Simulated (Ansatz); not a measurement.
Ansatz (an electronic-structure program) input:

Ansatz 0.2 input:
```yaml
crystal:
  lattice:
    - [8.7819208274, 0.0, 0.0]
    - [-4.3909604137, 7.6053665305, 0.0]
    - [0.0, 0.0, 4.4824998846]
  atoms:
    - { symbol: Na, position: [0.3333333333, 0.6666666667, 0.25] }
    - { symbol: Na, position: [0.6666666667, 0.3333333333, 0.75] }
    - { symbol: Mo, position: [0.1464041401, 0.1912148761, 0.25] }
    - { symbol: Mo, position: [0.8535958599, 0.8087851239, 0.75] }
    - { symbol: Mo, position: [0.9551892639, 0.1464041401, 0.75] }
    - { symbol: Mo, position: [0.0448107361, 0.8535958599, 0.25] }
    - { symbol: Mo, position: [0.8087851239, 0.9551892639, 0.25] }
    - { symbol: Mo, position: [0.1912148761, 0.0448107361, 0.75] }
    - { symbol: Se, position: [0.9108748694, 0.2927054545, 0.25] }
    - { symbol: Se, position: [0.0891251306, 0.7072945455, 0.75] }
    - { symbol: Se, position: [0.6181694149, 0.9108748694, 0.75] }
    - { symbol: Se, position: [0.3818305851, 0.0891251306, 0.25] }
    - { symbol: Se, position: [0.7072945455, 0.6181694149, 0.25] }
    - { symbol: Se, position: [0.2927054545, 0.3818305851, 0.75] }
kpoints:
  mp_grid: { grid: [4, 4, 7] }
  band_path:
    path:
      - [[0.0, 0.0, 0.0], [0.5, 0.0, 0.0], [0.3333333333, 0.3333333333, 0.0], [0.0, 0.0, 0.0], [0.0, 0.0, 0.5], [0.5, 0.0, 0.5], [0.3333333333, 0.3333333333, 0.5], [0.0, 0.0, 0.5]]  # Γ-M-K-Γ-A-L-H-A
      - [[0.5, 0.0, 0.5], [0.5, 0.0, 0.0]]  # L-M
      - [[0.3333333333, 0.3333333333, 0.5], [0.3333333333, 0.3333333333, 0.0]]  # H-K
    npoints: 8
hamiltonian:
  xc: r2scan
  pseudopotentials: { kind: paw }
magnetization: { noncollinear: true, spin_orbit: true }
scf:
  n_extra_bands: 28
  convergence: { dr2_threshold: 0.0000000001 }
  occupations: { method: gaussian, width: 0.05 }
output: { eigenvalues: true }
```

Output (shortened):

```
Pseudopotential: Na, paw_fr, valence charge 9
Pseudopotential: Mo, paw_fr, valence charge 14
Pseudopotential: Se, paw_fr, valence charge 16
Functional definition: r2SCAN
non-collinear run that drives no moment, with spin-orbit …
Crystal: 14 atoms, lattice volume = 299.385 Å³
Basis set: ecut = 500 eV, 7511 PW (Γ), exchange–correlation on 288×288×144 points (64 copies of the dense FFT grid, shifted against one another)
Bands: 226, of which v1, the nominal top of the filled ones, is band 198 counted from 1 (197 counted from 0)
Symmetry: 12 space group operations + 12 with time reversal
k-points: 16 of 112
Projection manifold: j_resolved (fully-relativistic pseudo-atomic orbitals)
SCF iter   1: F=—  HF=-65613.102338 eV  |F-HF|=—  |Δ(HF+E_count)|=         —  Δρ=6.19e-2  dr2=2.37e1  dr2_τ=6.67e-2  dr2_m=0.00e0 (ungated)  ethr=3.10e-3  |M|=0.00e0 ∫|m|=0.00e0 μB  |m|>n=0.0e0 m-floor=0.0e0 τ_xc=0.0e0  β_m=0.30  ⟨swp⟩=5.6  Hψ=7660  notcnv=0  defer=14
preconditioner: auto → Resta (q_TF=auto, 2.547 Å⁻¹)
spin=Noncollinear: Resta preconditioning applied to the charge; magnetization (m_x, m_y, m_z) channels mix plain (no charge-response kernel on spin).
SCF iter   2: F=—  HF=-65609.467203 eV  |F-HF|=—  |Δ(HF+E_count)|=    3.64e0  Δρ=4.42e-2  dr2=1.06e1  dr2_τ=5.08e-2  dr2_m=0.00e0 (ungated)  ethr=3.10e-3  |M|=0.00e0 ∫|m|=0.00e0 μB  |m|>n=0.0e0 m-floor=0.0e0 τ_xc=0.0e0  β_m=0.62  ⟨swp⟩=2.0  Hψ=2848  notcnv=0  defer=352
SCF iter   3: F=—  HF=-65607.950935 eV  |F-HF|=—  |Δ(HF+E_count)|=    1.52e0  Δρ=9.78e-3  dr2=4.43e-1  dr2_τ=5.25e-3  dr2_m=0.00e0 (ungated)  ethr=3.10e-3  |M|=0.00e0 ∫|m|=0.00e0 μB  |m|>n=0.0e0 m-floor=0.0e0 τ_xc=0.0e0  β_m=0.73  ⟨swp⟩=3.0  Hψ=2855  notcnv=0  defer=352
SCF iter   4: F=—  HF=-65607.908335 eV  |F-HF|=—  |Δ(HF+E_count)|=   4.26e-2  Δρ=2.87e-3  dr2=3.96e-2  dr2_τ=7.51e-4  dr2_m=0.00e0 (ungated)  ethr=2.24e-4  |M|=0.00e0 ∫|m|=0.00e0 μB  |m|>n=0.0e0 m-floor=0.0e0 τ_xc=0.0e0  β_m=0.77  ⟨swp⟩=2.6  Hψ=2759  notcnv=0  defer=356
SCF iter   5: F=—  HF=-65607.910268 eV  |F-HF|=—  |Δ(HF+E_count)|=   1.93e-3  Δρ=1.27e-3  dr2=6.41e-3  dr2_τ=5.26e-5  dr2_m=0.00e0 (ungated)  ethr=2.00e-5  |M|=0.00e0 ∫|m|=0.00e0 μB  |m|>n=0.0e0 m-floor=0.0e0 τ_xc=0.0e0  β_m=0.83  ⟨swp⟩=2.0  Hψ=3114  notcnv=0  defer=356
SCF iter   6: F=—  HF=-65607.910980 eV  |F-HF|=—  |Δ(HF+E_count)|=   7.12e-4  Δρ=3.88e-4  dr2=9.07e-4  dr2_τ=1.05e-5  dr2_m=0.00e0 (ungated)  ethr=3.24e-6  |M|=0.00e0 ∫|m|=0.00e0 μB  |m|>n=0.0e0 m-floor=0.0e0 τ_xc=0.0e0  β_m=0.89  ⟨swp⟩=2.0  Hψ=3115  notcnv=0  defer=356
SCF iter   7: F=—  HF=-65607.910996 eV  |F-HF|=—  |Δ(HF+E_count)|=   1.67e-5  Δρ=1.31e-4  dr2=6.08e-5  dr2_τ=1.01e-6  dr2_m=0.00e0 (ungated)  ethr=4.58e-7  |M|=0.00e0 ∫|m|=0.00e0 μB  |m|>n=0.0e0 m-floor=0.0e0 τ_xc=0.0e0  β_m=0.91  ⟨swp⟩=2.0  Hψ=3116  notcnv=0  defer=356
SCF iter   8: F=—  HF=-65607.911022 eV  |F-HF|=—  |Δ(HF+E_count)|=   2.53e-5  Δρ=4.48e-5  dr2=9.51e-6  dr2_τ=8.85e-8  dr2_m=0.00e0 (ungated)  ethr=3.07e-8  |M|=0.00e0 ∫|m|=0.00e0 μB  |m|>n=0.0e0 m-floor=0.0e0 τ_xc=0.0e0  β_m=0.95  ⟨swp⟩=2.0  Hψ=3115  notcnv=0  defer=356
SCF iter  13: F=-65607.910943 eV  HF=-65607.910943 eV  |F-HF|=0.00e0  |Δ(HF+E_count)|=  2.47e-10  Δρ=1.28e-7  dr2=6.18e-11  dr2_τ=8.21e-13  dr2_m=0.00e0 (ungated)  ethr=1.00e-12  |M|=0.00e0 ∫|m|=0.00e0 μB  |m|>n=0.0e0 m-floor=0.0e0 τ_xc=0.0e0  ⟨swp⟩=8.1  Hψ=7548  notcnv=0
SCF 1 converged in 13 iterations: F = -65607.910943 eV  dr2 = 6.18e-11
NSCF: frozen V_eff on 75 k-points
SCF converged after 13 iterations
Magnetization: |M| = 0.0000 μB,  M = (+0.0000, +0.0000, +0.0000) μB
Absolute magnetization: 0.0000 μB (∫|m|)
  site 0: m = (+0.0000, +0.0000, +0.0000) μB, |m| = 0.0000 μB  (R = 1.34 Å)
  site 1: m = (+0.0000, +0.0000, +0.0000) μB, |m| = 0.0000 μB  (R = 1.34 Å)
  site 2: m = (+0.0000, +0.0000, +0.0000) μB, |m| = 0.0000 μB  (R = 1.08 Å)
  site 3: m = (+0.0000, +0.0000, +0.0000) μB, |m| = 0.0000 μB  (R = 1.08 Å)
  site 4: m = (+0.0000, +0.0000, +0.0000) μB, |m| = 0.0000 μB  (R = 1.08 Å)
  site 5: m = (+0.0000, +0.0000, +0.0000) μB, |m| = 0.0000 μB  (R = 1.08 Å)
  site 6: m = (+0.0000, +0.0000, +0.0000) μB, |m| = 0.0000 μB  (R = 1.08 Å)
  site 7: m = (+0.0000, +0.0000, +0.0000) μB, |m| = 0.0000 μB  (R = 1.08 Å)
  site 8: m = (+0.0000, +0.0000, +0.0000) μB, |m| = 0.0000 μB  (R = 1.08 Å)
  site 9: m = (+0.0000, +0.0000, +0.0000) μB, |m| = 0.0000 μB  (R = 1.08 Å)
  site 10: m = (+0.0000, +0.0000, +0.0000) μB, |m| = 0.0000 μB  (R = 1.08 Å)
  site 11: m = (+0.0000, +0.0000, +0.0000) μB, |m| = 0.0000 μB  (R = 1.08 Å)
  site 12: m = (+0.0000, +0.0000, +0.0000) μB, |m| = 0.0000 μB  (R = 1.08 Å)
  site 13: m = (+0.0000, +0.0000, +0.0000) μB, |m| = 0.0000 μB  (R = 1.08 Å)
Free energy (F): -65607.910943 eV
Harris-Foulkes:  -65607.910943 eV  (|F-HF|=0.00e0)
Internal energy: -65607.910943 eV  (E = F + TS)
E sigma→0 (E₀):  -65607.910943 eV
Fermi energy:    11.528976 eV
--- Per-component energies (eV) ---
  E_band       = -3664.795310
  E_kinetic    = 3611.955052
  E_local      = -28459.027725  (includes V_loc(G=0)·N_el)
  E_nonlocal   = -2479.645188
  E_hartree    = 12772.913192
  E_xc         = -1739.585235
  E_vxc        = -2289.619049  (∫ρ·V_xc dr)
  E_paw        = -31338.689400  (= ΣΔE_a)
  E_vpaw       = 262.452961  (= ΣTr[D̂ρ^β])
  E_aug_tail   = -0.001240  (compensation charges beyond the density's cutoff)
  E_vtau       = 143.263335  (kinetic-family band-sum trace: ∫τ·v_τ [+ j·A + Jᵃ·Aᵃ] dr)
  E_ewald      = -17963.962592
  E_core_change = -11.867807  (= ΣΔE_core)
  E_smearing   =  0.000000  (= −TS)
  E_closure    = 0.000000  (closes the sum)
  Σ components = -65607.910943   (vs F -65607.910943, Δ=0.00e0)
  [band-id]    e_kinetic+e_local+e_nonlocal+2·e_hartree+e_vxc+e_vpaw+e_augmentation_tail+e_vtau = -3664.795471   (vs E_band -3664.795310, Δ=-1.61e-4)
--- Band table (eV; the first three rows and the last of 16) ---
  k-point 0: bands = ["-51.8795", "-51.8795", "-51.6728", "-51.6728", "-51.6727", "-51.6727", "-51.6036", "-51.6036", "-51.5361", "-51.5361", "-51.5361", "-51.5361", "-44.0249", "-44.0249", "-44.0249", "-44.0249", "-38.0545", "-38.0545", "-38.0542", …
  k-point 1: bands = ["-51.8662", "-51.8662", "-51.6660", "-51.6660", "-51.6660", "-51.6660", "-51.6176", "-51.6176", "-51.5429", "-51.5429", "-51.5429", "-51.5429", "-44.0249", "-44.0249", "-44.0249", "-44.0249", "-38.0544", "-38.0544", "-38.0542", …
  k-point 2: bands = ["-51.8285", "-51.8285", "-51.6565", "-51.6565", "-51.6471", "-51.6471", "-51.6471", "-51.6471", "-51.5619", "-51.5619", "-51.5619", "-51.5619", "-44.0249", "-44.0249", "-44.0249", "-44.0249", "-38.0544", "-38.0544", "-38.0543", …
  k-point 15: bands = ["-51.7737", "-51.7737", "-51.7123", "-51.7123", "-51.6197", "-51.6197", "-51.6197", "-51.6197", "-51.5893", "-51.5893", "-51.5893", "-51.5893", "-44.0249", "-44.0249", "-44.0249", "-44.0249", "-38.0543", "-38.0543", "-38.0543", …
```

Cost: roughly 50 core-minutes on shared cores.

Space group P6_3/m. The first step of the workflow began from a Materials Project structure, measured or hypothetical; the Crystallography Open Database copy checked does not list it. Whether it is the stable phase at ambient conditions was not checked. The r²SCAN relaxation kept the symmetry of its start; its stability against distortions is not shown here. No spin polarisation was allowed.

Potentials: the later of the program's two PAW sets.

Ansatz is a plane-wave DFT program.
